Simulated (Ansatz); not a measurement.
Au: from a starting cell to a relaxed one

The start is a relaxed Au cell displaced along its unstable phonon at q = Γ (41i cm⁻¹), largest move 0.15 Å. The cell and all atomic positions are relaxed at zero pressure with r2SCAN (plane waves to 500 eV, PAW, scalar-relativistic; Ansatz, a first-principles code). The first steps use a coarse 8×8×12 k-mesh.

Starting cell:
```yaml
crystal:
  lattice:
    - [4.71183, 0.00000, 0.00000]
    - [-2.35591, 4.08056, 0.00000]
    - [0.00000, 0.00000, 2.79478]
  atoms:
    - { symbol: Au, position: [0.00000, 0.00000, 0.00000] }
    - { symbol: Au, position: [0.33333, 0.66667, 0.55367] }
    - { symbol: Au, position: [0.66667, 0.33333, 0.44633] }
```

Q: By how much does the energy per atom fall from start to end?

A: 0.03 eV/atom.

Q: How does the volume change?

A: -1.9 %, from 17.91 to 17.58 Å³/atom.

Q: Is the parent structure recovered?

A: It does not go back: it reaches Im-3m (No. 229), bcc (W type), 0.04 eV/atom below the parent.

Q: How do the shortest distances between atoms change?

A: The closest pairs of elements (up to four, under 3.6 Å), start → end: Au–Au 2.74 → 2.84 Å.

Q: Is the relaxed structure metallic? Give its gap.

A: Zero (metallic).

Final values are on a 20×20×20 k-mesh of the relaxed cell. No spin polarisation in the result.

The run could not lose the symmetry of its start: the end is stationary, and may be a saddle point rather than a minimum.

The relaxed structure here is a generated cell of Au: the first start was made by placing the elements on the sites of a structure type, and the end was not matched to a known phase here, so it may be hypothetical. Known forms of Au include space group No. 225.
